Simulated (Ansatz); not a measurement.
SrTl:
```
CELL_PARAMETERS angstrom
      4.06779     0.00000     0.00000
      0.00000     4.06779     0.00000
      0.00000     0.00000     4.06779
ATOMIC_POSITIONS crystal
  Sr 0.00000 0.00000 0.00000
  Tl 0.50000 0.50000 0.50000
```

Relaxed with r²SCAN.

**Question.** Map the electron localisation function on the plane through (0.000, 0.000, 0.000) spanned by u = [1, 0, 0] and v = [0, 1, 1] in lattice vectors, from the program Ansatz at the r²SCAN level (PAW).

**Answer.** x is the fraction of u, y of v (the angle between them is 90°; rows are the nearest grid lines); atoms in the plane: Sr at (0.00, 0.00), Tl at (0.50, 0.50).
```
y \ x   0.000  0.100  0.200  0.250  0.350  0.450  0.550  0.650  0.750  0.800  0.900   1.00
------  -----  -----  -----  -----  -----  -----  -----  -----  -----  -----  -----  -----
1.00    0.006  0.599  0.856  0.713  0.054  0.049  0.049  0.054  0.713  0.856  0.599  0.006
0.931   0.576  0.819  0.822  0.571  0.046  0.076  0.076  0.046  0.571  0.822  0.819  0.576
0.862   0.862  0.831  0.448  0.144  0.062  0.214  0.214  0.062  0.144  0.448  0.831  0.862
0.759   0.076  0.059  0.084  0.160  0.356  0.390  0.390  0.356  0.160  0.084  0.059  0.076
0.690   0.134  0.194  0.343  0.379  0.356  0.354  0.354  0.356  0.379  0.343  0.194  0.134
0.621   0.339  0.367  0.371  0.348  0.393  0.333  0.333  0.393  0.348  0.371  0.367  0.339
0.552   0.371  0.371  0.336  0.358  0.296  0.021  0.021  0.296  0.358  0.336  0.371  0.371
0.448   0.371  0.371  0.336  0.358  0.296  0.021  0.021  0.296  0.358  0.336  0.371  0.371
0.379   0.339  0.367  0.371  0.348  0.393  0.333  0.333  0.393  0.348  0.371  0.367  0.339
0.310   0.134  0.194  0.343  0.379  0.356  0.354  0.354  0.356  0.379  0.343  0.194  0.134
0.241   0.076  0.059  0.084  0.160  0.356  0.390  0.390  0.356  0.160  0.084  0.059  0.076
0.138   0.862  0.831  0.448  0.144  0.062  0.214  0.214  0.062  0.144  0.448  0.831  0.862
0.0690  0.576  0.819  0.822  0.571  0.046  0.076  0.076  0.046  0.571  0.822  0.819  0.576
0.000   0.006  0.599  0.856  0.713  0.054  0.049  0.049  0.054  0.713  0.856  0.599  0.006
```

The density is the valence pseudo-density with augmentation charge, so density and ELF within about 1 Å of a nucleus are not all-electron values.

Space group Pm-3m (CsCl type). The workflow started from an entry of the Crystallography Open Database (COD). Whether it is the stable phase at ambient conditions was not checked. The cell was relaxed with r²SCAN under the symmetry of its start; its stability against distortions is not shown here. Spin–orbit coupling is left out wherever it is not named.

Potentials: the later of the program's two PAW sets.
